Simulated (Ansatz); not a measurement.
NaCl:
```cif
data_Cl4Na4
_chemical_formula_sum 'Na4 Cl4'
_space_group_name_H-M_alt 'Fm-3m'
_space_group_IT_number 225
_space_group_name_Hall '-F 4 2 3'
_cell_length_a 5.60730
_cell_length_b 5.60730
_cell_length_c 5.60730
_cell_angle_alpha 90.000
_cell_angle_beta 90.000
_cell_angle_gamma 90.000
loop_
_atom_site_label
_atom_site_type_symbol
_atom_site_symmetry_multiplicity
_atom_site_Wyckoff_symbol
_atom_site_fract_x
_atom_site_fract_y
_atom_site_fract_z
_atom_site_occupancy
Na1 Na 4 a 0.00000 0.00000 0.00000 1
Cl1 Cl 4 b 0.50000 0.50000 0.50000 1
```
(The calculation used a cell of 2 atoms; values per cell refer to that cell.)

Relaxed with r²SCAN.

Question: Give the optical modes at the zone centre with their infrared and Raman activity from DFPT, plane-wave PAW r²SCAN (Ansatz code).

Answer: Transverse frequencies, without the LO–TO term; a row sums one degenerate level.

```tsv
ω (cm⁻¹)	degeneracy	IR ((D/Å)²/amu)	Raman (Å⁴/amu)	activity	symmetry
174	3	5.76	0	IR	T1u
```

Question: How high does the top mode go among those that the LO–TO term moves?

Answer: 262 cm⁻¹ for q along x.

The r²SCAN relaxation kept the symmetry of its start; of distortions, only those at the zone centre were tested.

Potentials: the earlier of the program's two PAW sets.
